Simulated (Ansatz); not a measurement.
TaGe₂ in space group P6/mmm (No. 191; Ta on 1a, Ge on 2d) at seven volumes, plane-wave PAW PBE (Ansatz code), shape and atoms relaxed at each. One row is withheld.

```json
[
 {"V (Å³/atom)": "15.669", "P (GPa)": "13.81"},
 {"V (Å³/atom)": "16.185", "P (GPa)": "8.31"},
 {"V (Å³/atom)": "16.702", "P (GPa)": "3.79"},
 {"V (Å³/atom)": "17.218", "P (GPa)": "0.00"},
 {"V (Å³/atom)": "17.735", "P (GPa)": "-3.19"},
 {"V (Å³/atom)": "18.252", "P (GPa)": "-5.95"},
 {"V (Å³/atom)": "18.768", "P (GPa)": "?"}
]
```

**Question.** Fit the shown pressures and predict the withheld one.

**Answer.** P = (3/2)B₀(x^(7/2) − x^(5/2))[1 + (3/4)(B′ − 4)(x − 1)] with x = (V₀/V)^(2/3). Least squares on the six rows gives V₀ = 17.215 Å³/atom, B₀ = 117 GPa, B′ = 4.84. At V = 18.768, x = 0.9440 and P = -8.20 GPa. The run itself gave -8.39 GPa.

The cell is a constructed one: a structure type filled with these elements; neither database checked (COD, Materials Project) lists it. COD files the formula under space group No. 180, so this cell is another polymorph or a model. Whether it is the stable phase at ambient conditions was not checked. The PBE relaxation kept the symmetry of its start; whether a distortion lowers the energy is not shown. No spin polarisation was allowed. Scalar-relativistic: spin–orbit coupling is off unless named, which matters more the heavier the elements.

Potentials: the earlier of the program's two PAW sets.
